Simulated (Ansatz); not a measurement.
MgH₂ (rutile, space group No. 136), plane-wave PAW PBE (Ansatz code). The conduction-band minimum lies on the A–Z line, 21 % of the way from A, with 4 equivalent valleys. Second derivatives d²E/dk² of the lowest band at one valley (eV·Å²), along Cartesian directions:

```
direction  d²E/dk²
---------  -------
[100]        15.56
[010]        15.56
[001]        17.02
[110]        11.04
[101]        16.29
[011]        16.29
```

Problem. Find the principal effective masses, the density-of-states mass and the conductivity mass.

Solution. Off-diagonal terms follow from H_xy = H[110] − (H_xx + H_yy)/2, and m*/mₑ = 7.620 eV·Å² over each eigenvalue: 0.38, 0.45, 0.69. One valley's DOS mass (m₁m₂m₃)^(1/3) = 0.49, conductivity mass 3/(Σ 1/mᵢ) = 0.47 mₑ.

Problem. What effective density of states Nc follows at 300 K for parabolic valleys?

Solution. Nc = 2.509e19 × 4 × (0.49)^(3/2) ≈ 3.4e19 cm⁻³.

Space group P4_2/mnm (rutile). The PBE relaxation kept the symmetry of its start.

Potentials: the later of the program's two PAW sets.

Edges and masses are those of Kohn–Sham bands, whose gap is no quasiparticle gap.
